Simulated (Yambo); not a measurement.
G0W0@PBEsol for KZnF₃ (cubic perovskite, space group Pm-3m, No. 221) in Yambo. Reference settings: 4×4×4 Γ-centred k mesh, bands 5 to 134 and a 8 Ry block in the screening, 134 bands in G with the Bruneval-Gonze terminator, plasmon pole fitted at 27.2 eV. The PBEsol gap R → Γ on this mesh is 3.84 eV; G0W0 gaps are taken between the same points.

```json
[
 {"change from the reference": "reference settings", "G0W0 gap R → Γ (eV)": "7.49", "shift of the valence edge (eV)": "-2.30"},
 {"change from the reference": "66 bands in W", "G0W0 gap R → Γ (eV)": "7.85", "shift of the valence edge (eV)": "-2.34"},
 {"change from the reference": "90 bands in W, 90 bands in G", "G0W0 gap R → Γ (eV)": "7.66", "shift of the valence edge (eV)": "-2.32"},
 {"change from the reference": "no terminator", "G0W0 gap R → Γ (eV)": "7.33", "shift of the valence edge (eV)": "-2.04"},
 {"change from the reference": "57 bands in G", "G0W0 gap R → Γ (eV)": "7.58", "shift of the valence edge (eV)": "-2.36"},
 {"change from the reference": "3 Ry block", "G0W0 gap R → Γ (eV)": "[?]", "shift of the valence edge (eV)": "-2.73"},
 {"change from the reference": "7 Ry block", "G0W0 gap R → Γ (eV)": "7.49", "shift of the valence edge (eV)": "-2.31"},
 {"change from the reference": "2×2×2 mesh", "G0W0 gap R → Γ (eV)": "7.49", "shift of the valence edge (eV)": "-2.22"}
]
```

Problem. Estimate the withheld gaps from the other rows; the computed values follow.

Solution. 
- 3 Ry block, G0W0 gap R → Γ (eV): 7.84

The reference isn't shown to be the converged limit.

Geometry of the Materials Project entry, not relaxed at this level; primitive cell a = b = c = 4.047 Å, α = β = γ = 90.00°.

A shift is the quasiparticle energy of the state minus its PBEsol energy.
